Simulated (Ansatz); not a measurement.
The calculation used DFT PBE, scalar-relativistic, plane waves, PAW (Ansatz). All cells share a 420 eV cutoff and Γ-centred k meshes spaced at most about 0.3 Å⁻¹ (about 0.25 or finer for metals, 2π included). No spin polarisation in the final relaxations.

All energies are static (0 K, no zero-point motion).

Two relaxed structures of SnW:

A.

```
CELL_PARAMETERS angstrom
3.33079 0.00000 0.00000
0.00000 3.33079 0.00000
0.00000 0.00000 3.33079
ATOMIC_POSITIONS crystal
Sn 0.50000 0.50000 0.50000
W 0.00000 0.00000 0.00000
```

B.

```
CELL_PARAMETERS angstrom
4.33356 0.00000 0.00000
-2.16678 3.75297 0.00000
0.00000 0.00000 5.44563
ATOMIC_POSITIONS crystal
Sn 0.33333 0.66667 0.25000
Sn 0.66667 0.33333 0.75000
W 0.00000 0.00000 0.50000
W 0.00000 0.00000 0.00000
```

Problem. Which would you expect to be lower, and how large is the difference?

Solution. A is lower, by 128 meV/atom. A has the caesium chloride type, space group Pm-3m (No. 221), 18.5 Å³/atom and no gap on its mesh; B has the nickel arsenide type, space group P6_3/mmc (No. 194), 22.1 Å³/atom and no gap. Counting all near atoms (those within 1.25 times the shortest distance at each site; a plus sign parts nearer from farther groups), A has Sn 8+6, W 8+6 and B has Sn 6, W 8. The denser one is the lower, and pressure would at first widen the difference. Even the lower one lies +0.80 eV/atom against the reference forms of the elements (uncorrected), so neither is stable at this level. In A, around Sn lie 8 W at 2.88 Å and 6 Sn at 3.33 Å; around W lie 8 Sn at 2.88 Å and 6 W at 3.33 Å. In B, Sn is surrounded by 6 W at 2.85 Å; W has 2 W at 2.72 Å and 6 Sn at 2.85 Å. Both come from invented guesses.

Spin–orbit coupling, which can matter for W, is left out. A magnetic state wasn't ruled out in cells without spin, among them Pm-3m, P6_3/mmc. Cells relaxed within their symmetry can be saddle points.
